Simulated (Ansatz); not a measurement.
Input:

Starting cell, PtS2 (CdI2 type):

```
CELL_PARAMETERS angstrom
      3.58366     0.00000     0.00000
     -1.79183     3.10354     0.00000
      0.00000     0.00000     4.65604
ATOMIC_POSITIONS crystal
  Pt 0.00000 0.00000 0.00000
  S  0.66667 0.33333 0.25904
  S  0.33333 0.66667 0.74096
```

In each cell atom 2 (S, nearest neighbour Pt at 2.395 Å; its periodic images, 3.6 Å or more away, move with it) moves by s·(-0.748, -0.432, -0.504) (towards the nearest neighbour), the rest being held.

Level of theory: PBE-D3(BJ) (plane waves to 420 eV, PAW, scalar-relativistic; Ansatz, an electronic-structure program). k mesh 12×12×8 (Γ-centred), Fermi-Dirac smearing 0.05 eV. E stands for the smeared free energy. With partly filled bands, energies and forces of such displacements shift with the k mesh and the smearing. At this level the bands of PtS2 touch or barely overlap; measurements give the solid a gap. PtS2 is run without spin polarisation. PtS2 was relaxed with its symmetry unable to fall. Spin-orbit coupling is left out, though Pt is heavy. The PAW data are Ansatz's earlier set. ΔE is measured from the undisplaced structure.

The scan covers s from -0.240 to 0.240 Å in 11 points.

Is this a single well or a double well?

A single well with its minimum at or next to zero displacement.

Is the energy the same for displacements of ±0.240 Å, and if not, which side lies higher?

Not even: the positive side lies higher at ±0.240 Å. With its periodic images moving along, the atom's site symmetry in this cell is 3m..

What is the energy change at s = 0.240 Å?

380 meV/cell.

What force acts on the atom along the line at s = -0.240 Å?

1.36 eV/Å.

What is the force constant k = d²E/ds² of this move at s = 0?

9.63 eV/Å².

(For displaced atoms, the force is minus the slope of the energy, and its curvature is a force constant, which sets phonon frequencies.)
